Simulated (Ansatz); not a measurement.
Input file for Ansatz (a quantum-chemistry and plane-wave program):

Ansatz 0.2 input:
```yaml
crystal:
  lattice:
    - [4.4898945512, 0.0, 0.0]
    - [0.0, 4.4898945512, 0.0]
    - [0.0, 0.0, 12.6018882702]
  atoms:
    - { symbol: Mg, position: [0.5, 0.0, 0.607639243] }
    - { symbol: Mg, position: [0.0, 0.5, 0.392360757] }
    - { symbol: Mg, position: [0.5, 0.0, 0.1312585716] }
    - { symbol: Mg, position: [0.0, 0.5, 0.8687414284] }
    - { symbol: Te, position: [0.5, 0.5, 0.2620680779] }
    - { symbol: Te, position: [0.5, 0.5, 0.7379319221] }
    - { symbol: Te, position: [0.0, 0.0, 0.0] }
    - { symbol: Se, position: [0.0, 0.0, 0.5] }
kpoints:
  mp_grid: { grid: [4, 4, 2] }
hamiltonian:
  xc: hse06
  pseudopotentials: { kind: paw }
scf:
  n_extra_bands: 8
  occupations: { method: fixed }
output:
  eigenvalues: true
  eigenstates:
    e_range: [-9.0, 12.2]
    kpoints:
      - [0.0, 0.0, 0.0]  # VBM
      - [0.0, 0.0, 0.0]  # CBM
      - [0.0, 0.0, 0.0]  # GAMMA
      - [0.0, 0.0, 0.5]  # Z
      - [0.5, 0.5, 0.0]  # M
      - [0.5, 0.5, 0.5]  # A
      - [0.0, 0.5, 0.5]  # R
      - [0.0, 0.5, 0.0]  # X
```

Output (shortened):

```
Pseudopotential: Mg, paw, valence charge 10
Pseudopotential: Te, paw, valence charge 16
Pseudopotential: Se, paw, valence charge 16
Functional definition: HSE06
davidson cushion auto → on  (no smearing: the cushion is to keep the highest requested band from converging to the state above it …
Crystal: 8 atoms, lattice volume = 254.043 Å³
Basis set: ecut = 420 eV, 5003 PW (Γ)
Bands: 60, of which v1, the nominal top of the filled ones, is band 52 counted from 1 (51 counted from 0)
Symmetry: 8 space group operations
Space group: P-4m2 (ITA 115), of the structure as read, at distance tolerance 6.3e-5 Å
k-points: 12 of 32
SCF iter   1: F=—  HF=-34111.814605 eV  |F-HF|=—  |Δ(HF+E_count)|=         —  Δρ=7.56e-4  dr2=3.36e-3  ethr=1.77e-3  ⟨swp⟩=10.3  Hψ=3143  notcnv=0
preconditioner: auto → none
iter 2 solved again at ethr=2.78e-7 eV; its pass at ethr=3.23e-6 eV (dr2=2.90e-4 eV) is discarded
SCF iter   2: F=-34111.814618 eV  HF=-34111.814726 eV  |F-HF|=1.08e-4  |Δ(HF+E_count)|=   1.21e-4  Δρ=2.83e-4  dr2=2.91e-4  ethr=2.78e-7  ⟨swp⟩=2.2  Hψ=4153  notcnv=0  defer=1
SCF 1 stopped early in 2 iterations: F = -34111.814618 eV  dr2 = 2.91e-4
Crystal: 8 atoms, lattice volume = 254.043 Å³
Exchange kernel: α = 0.2500, screened, ω = 0.2079 Å⁻¹, Wigner–Seitz truncation, v(0) = 1043.7931 eV·Å³, q-mesh 4×4×2, nearest image of the exchange supercell L …
Frozen-core exchange: fock
SCF iter   1: F=—  HF=-34128.703960 eV  |F-HF|=—  |Δ(HF+E_count)|=         —  Δρ=3.08e-3  dr2=1.58e-2  ethr=2.80e-6  ⟨swp⟩=7.6  Hψ=3420  notcnv=0
preconditioner: auto → none
SCF iter   2: F=—  HF=-34128.691446 eV  |F-HF|=—  |Δ(HF+E_count)|=   1.25e-2  Δρ=1.26e-3  dr2=3.31e-3  ethr=2.80e-6  ⟨swp⟩=4.0  Hψ=2407  notcnv=0
SCF iter   3: F=—  HF=-34128.690886 eV  |F-HF|=—  |Δ(HF+E_count)|=   5.60e-4  Δρ=3.72e-4  dr2=1.36e-3  ethr=1.80e-6  ⟨swp⟩=3.0  Hψ=1929  notcnv=0
SCF iter   4: F=—  HF=-34128.704110 eV  |F-HF|=—  |Δ(HF+E_count)|=   1.32e-2  Δρ=3.89e-4  dr2=2.99e-4  ethr=2.49e-7  ⟨swp⟩=4.6  Hψ=2803  notcnv=0
SCF iter   5: F=—  HF=-34128.704047 eV  |F-HF|=—  |Δ(HF+E_count)|=   6.21e-5  Δρ=6.61e-5  dr2=6.95e-5  ethr=2.49e-7  ⟨swp⟩=3.9  Hψ=2040  notcnv=0
SCF iter   6: F=—  HF=-34128.704038 eV  |F-HF|=—  |Δ(HF+E_count)|=   9.40e-6  Δρ=4.08e-5  dr2=3.08e-5  ethr=5.54e-8  ⟨swp⟩=3.8  Hψ=1770  notcnv=0
SCF iter   7: F=-34128.704207 eV  HF=-34128.704213 eV  |F-HF|=6.65e-6  |Δ(HF+E_count)|=   1.75e-4  Δρ=5.05e-5  dr2=1.17e-5  ethr=1.30e-8  ⟨swp⟩=4.7  Hψ=2300  notcnv=0
SCF 2 stopped early in 7 iterations: F = -34128.704207 eV  dr2 = 1.17e-5
hybrid outer 1: dexx = +1.500e-2 eV, tail = 2.76e-4 eV
Crystal: 8 atoms, lattice volume = 254.043 Å³
Exchange kernel: α = 0.2500, screened, ω = 0.2079 Å⁻¹, Wigner–Seitz truncation, v(0) = 1043.7931 eV·Å³, q-mesh 4×4×2, nearest image of the exchange supercell L …
Frozen-core exchange: fock
SCF iter   1: F=—  HF=-34128.704278 eV  |F-HF|=—  |Δ(HF+E_count)|=         —  Δρ=4.14e-5  dr2=9.17e-6  ethr=1.33e-6  ⟨swp⟩=2.7  Hψ=1597  notcnv=0
preconditioner: auto → none
iter 2 solved again at ethr=1.91e-10 eV; its pass at ethr=6.92e-9 eV (dr2=1.99e-7 eV) is discarded
SCF iter   2: F=—  HF=-34128.704276 eV  |F-HF|=—  |Δ(HF+E_count)|=   1.79e-6  Δρ=1.32e-5  dr2=3.00e-7  ethr=1.91e-10  ⟨swp⟩=2.8  Hψ=4018  notcnv=0
SCF iter   3: F=—  HF=-34128.704277 eV  |F-HF|=—  |Δ(HF+E_count)|=   9.46e-7  Δρ=7.09e-6  dr2=1.86e-7  ethr=1.91e-10  ⟨swp⟩=5.2  Hψ=2139  notcnv=0  defer=4
SCF iter   4: F=-34128.704277 eV  HF=-34128.704277 eV  |F-HF|=6.18e-10  |Δ(HF+E_count)|=   3.58e-8  Δρ=2.72e-6  dr2=7.77e-9  ethr=1.74e-10  ⟨swp⟩=3.7  Hψ=1706  notcnv=0
SCF 3 converged in 4 iterations: F = -34128.704277 eV  dr2 = 7.77e-9
hybrid outer 2: dexx = +1.027e-6 eV, tail = 8.89e-8 eV, Δε = 2.82e-3 eV (about 1.24e-4 eV left of the loop's levels)
NSCF: frozen V_eff on 8 k-points
hybrid SCF converged: 2 outer / 11 inner (+2 warm-up), last move |dexx| = 1.03e-6 eV, tail = 8.89e-8 eV
Stability not checked (fock_operator)
Free energy (F): -34128.704277 eV
Frozen-core exchange: fock
Harris-Foulkes:  -34128.704277 eV  (|F-HF|=6.18e-10)
Internal energy: -34128.704277 eV  (E = F + TS)
E sigma→0 (E₀):  -34128.704277 eV
Fermi energy:    3.867173 eV
--- Per-component energies (eV) ---
  E_band       = -3061.985532
  E_kinetic    = 963.831766
  E_local      = -14461.166095  (includes V_loc(G=0)·N_el)
  E_nonlocal   = -1150.784693
  E_hartree    = 6738.199004
  E_xc         = -480.020559
  E_vxc        = -452.321477  (∫ρ·V_xc dr)
  E_exx        = -409.737425  (= α·E_x^exact, valence–valence)
  E_paw        = -16789.055977  (= ΣΔE_a)
  E_vpaw       = -618.471576  (= ΣTr[D̂ρ^β])
  E_aug_tail   = -0.001243  (compensation charges beyond the density's cutoff)
  E_ewald      = -8538.216422
  E_core_change = -1.752632  (= ΣΔE_core)
  E_smearing   =  0.000000  (= −TS)
  E_closure    =  0.000000  (closes the sum)
  Σ components = -34128.704277   (vs F -34128.704277, Δ=0.00e0)
  [band-id]    e_kinetic+e_local+e_nonlocal+2·e_hartree+e_vxc+2·e_exx+e_vpaw+e_augmentation_tail = -3061.990161   (vs E_band -3061.985532, Δ=-4.63e-3)
--- Band table (eV; the first three rows and the last of 12) ---
  k-point 0: bands = ["-76.2585", "-76.2585", "-76.1966", "-76.1966", "-45.9310", "-45.9268", "-45.9092", "-45.9092", "-45.8993", "-41.1589", "-41.1581", "-41.1571", "-41.1571", "-41.1360", "-41.1360", "-41.0899", "-41.0899", "-41.0894", "-41.0894", …
  k-point 1: bands = ["-76.2585", "-76.2585", "-76.1966", "-76.1966", "-45.9310", "-45.9268", "-45.9092", "-45.9092", "-45.8993", "-41.1589", "-41.1581", "-41.1571", "-41.1571", "-41.1360", "-41.1360", "-41.0899", "-41.0899", "-41.0894", "-41.0894", …
  k-point 2: bands = ["-76.2585", "-76.2585", "-76.1966", "-76.1966", "-45.9311", "-45.9268", "-45.9092", "-45.9091", "-45.8993", "-41.1589", "-41.1583", "-41.1572", "-41.1571", "-41.1363", "-41.1360", "-41.0900", "-41.0899", "-41.0895", "-41.0894", …
  k-point 11: bands = ["-76.2585", "-76.2585", "-76.1966", "-76.1966", "-45.9311", "-45.9268", "-45.9090", "-45.9090", "-45.8992", "-41.1586", "-41.1586", "-41.1575", "-41.1572", "-41.1370", "-41.1361", "-41.0902", "-41.0901", "-41.0897", "-41.0897", …
```

Cost: roughly 9 core-minutes on shared cores.

The points marked VBM and CBM come from a semilocal run.

The workflow started from a Materials Project entry (that database holds measured and hypothetical structures alike); the Crystallography Open Database copy checked does not list it. Whether it is the stable phase at ambient conditions was not checked. The r²SCAN relaxation kept the symmetry of its start; its stability against distortions is not shown here. Scalar-relativistic: spin–orbit coupling is off unless named, which matters more the heavier the elements.

Potentials: the later of the program's two PAW sets.

Ansatz is a plane-wave DFT program.
